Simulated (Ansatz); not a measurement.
With the program Ansatz at the r²SCAN level (PAW), ZnO in the cubic phase (Pm-3n; Zn on 6c, O on 6d) relaxes to a = 5.580 Å. Against the elements it lies at -1.51 eV/atom, with no fitted shifts.

The Kohn–Sham gap is 1.38 eV (direct). The valence maximum lies at Γ and the conduction minimum at Γ. The screened hybrid HSE06 puts the gap at 2.69 eV. Electrons at the band edge weigh 0.25 mₑ (isotropic).

An equation-of-state fit gives a bulk modulus of 119 GPa. The relaxed-ion elastic constants in GPa are C11 = 187, C12 = 85.6, C44 = 17.0. The elastic constants imply a Debye temperature near 331 K. Bader charges are Zn +1.29, O -1.29 e.

The start of the workflow was typed in or built on a structure type; neither database checked (COD, Materials Project) lists it. It is not the phase usual at ambient conditions (space group No. 186). Symmetry was held in the r²SCAN relaxation; its stability against distortions is not shown here. The references are the lowest solids computed at this level, not always the standard phases (solids in place of the gases).

Potentials: the earlier of the program's two PAW sets.
